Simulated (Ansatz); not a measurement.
TaAg:
```xyz
2
Lattice="2.8249 0.0000 0.0000 0.0000 2.8249 0.0000 0.0000 0.0000 4.3309" Properties=species:S:1:pos:R:3 pbc="T T T"
Ag     0.0000     0.0000     0.0000
Ta     1.4124     1.4124     2.1655
```

Relaxed with r²SCAN. Special points in fractions of this cell's reciprocal vectors: Γ (0.000, 0.000, 0.000); X (0.000, 0.500, 0.000); M (0.500, 0.500, 0.000); Z (0.000, 0.000, 0.500); R (0.000, 0.500, 0.500); A (0.500, 0.500, 0.500).

**Question.** List the band energies nearest the Fermi level at these points for r²SCAN in the plane-wave PAW code Ansatz.

**Answer.** In eV from the Fermi level; about four levels below and three above (degenerate sets whole), none deeper than 8.9 eV; points with the same levels are listed once.

| k | below | above |
|---|---|---|
| Γ | -4.90 -4.90 -4.14 -2.21 -1.47 | 0.92 3.87 3.87 |
| X | -4.20 -2.47 -1.42 -0.41 | 2.21 3.80 7.88 |
| M | -6.59 -6.59 -6.28 -3.38 -1.73 | 1.34 1.34 2.39 2.39 |
| Z | -4.73 -4.73 -4.13 -2.57 -0.12 | 2.84 2.84 5.63 |
| R | -4.75 -1.86 -1.75 -0.64 | 0.11 2.73 2.88 |
| A | -3.80 -3.38 -1.99 -1.99 | 2.26 6.47 7.69 |

Space group P4/mmm (L1₀ or tetragonal B2). The start of the workflow was typed in or built on a structure type; neither database checked (COD, Materials Project) lists it. Its standing as an ambient phase is unchecked. Symmetry was held in the r²SCAN relaxation; its stability against distortions is not shown here. No spin polarisation was allowed. Its formation energy is positive at this level, so the cell may be metastable or incomplete. Scalar-relativistic: spin–orbit coupling is off unless named, which matters more the heavier the elements.

Potentials: the earlier of the program's two PAW sets. The files were generated under PBE; for other functionals the program regenerates the frozen cores, and for LDA and PBEsol the local potential too.
